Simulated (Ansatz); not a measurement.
Relaxed-ion elastic tensor of YSi in space group Cmcm (No. 63; Y on 4c, Si on 4c) in GPa (Voigt order), DFT-LDA in the program Ansatz with PAW potentials; density 4.72 g/cm³, 20.59 Å³ per atom.

```
      1     2     3     4    5     6
-  ----  ----  ----  ----  ---  ----
1   174  48.8  76.5   0.0  0.0   0.0
2  48.8   223  31.3   0.0  0.0   0.0
3  76.5  31.3   196   0.0  0.0   0.0
4   0.0   0.0   0.0  50.7  0.0   0.0
5   0.0   0.0   0.0   0.0  114   0.0
6   0.0   0.0   0.0   0.0  0.0  62.5
```

Q: Is the crystal mechanically stable?

A: Yes: the smallest eigenvalue of C is 50.7 GPa.

Q: Work out the Voigt, Reuss and Hill averages.

A: K_V = 101, K_R = 101, K_H = 101; G_V = 74.4, G_R = 67.2, G_H = 70.8 GPa.

Q: Give Young's modulus, Poisson's ratio, Pugh's ratio and the universal anisotropy index.

A: E = 9KG/(3K + G) = 172 GPa; ν = 0.21; K/G = 1.42 (brittle by the Pugh limit of 1.75); A_U = 5G_V/G_R + K_V/K_R − 6 = 0.53.

Q: Estimate the sound speeds and the Debye temperature.

A: v_l = √((K + 4G/3)/ρ) = 6430 m/s, v_t = √(G/ρ) = 3870 m/s, mean 4280 m/s; Θ = (h/k)(3n/4πV)^(1/3) v_m = 465 K.

Q: How much does each axis shrink under pressure?

A: Linear compressibilities β_i = Σ_j S_ij (j = 1 to 3): x 3.4, y 3.3, z 3.3 per TPa.

The workflow started from a Materials Project entry (that database holds measured and hypothetical structures alike); the Crystallography Open Database copy checked does not list it. Whether it is the stable phase at ambient conditions was not checked. The cell was relaxed with LDA under the symmetry of its start; its stability against distortions is not shown here. The run is not spin-polarised. As this level gives no gap, shear constants depend on the k-mesh and smearing (Fermi–Dirac, 0.1 eV here).

Potentials: the later of the program's two PAW sets.
